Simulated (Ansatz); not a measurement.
ZrIr3 (Cu3Au type, Pm-3m) at seven volumes, PBEsol in the plane-wave PAW code Ansatz, scaled uniformly. One row is withheld.

```json
[
 {"V (Å³/atom)": "13.844", "P (GPa)": "35.08"},
 {"V (Å³/atom)": "14.301", "P (GPa)": "21.34"},
 {"V (Å³/atom)": "14.757", "P (GPa)": "?"},
 {"V (Å³/atom)": "15.214", "P (GPa)": "0.00"},
 {"V (Å³/atom)": "15.670", "P (GPa)": "-8.22"},
 {"V (Å³/atom)": "16.126", "P (GPa)": "-15.12"},
 {"V (Å³/atom)": "16.583", "P (GPa)": "-20.92"}
]
```

Problem. Fit the shown pressures and predict the withheld one.

Solution. P = (3/2)B₀(x^(7/2) − x^(5/2))[1 + (3/4)(B′ − 4)(x − 1)] with x = (V₀/V)^(2/3). Least squares on the six rows gives V₀ = 15.214 Å³/atom, B₀ = 298 GPa, B′ = 4.72. At V = 14.757, x = 1.0205 and P = 9.77 GPa. The run itself gave 9.76 GPa.

The workflow started from an entry of the Crystallography Open Database (COD). Its standing as an ambient phase is unchecked. Symmetry was held in the PBEsol relaxation; whether a distortion lowers the energy is not shown. The run is not spin-polarised. Spin–orbit coupling is left out wherever it is not named.

Potentials: the later of the program's two PAW sets.
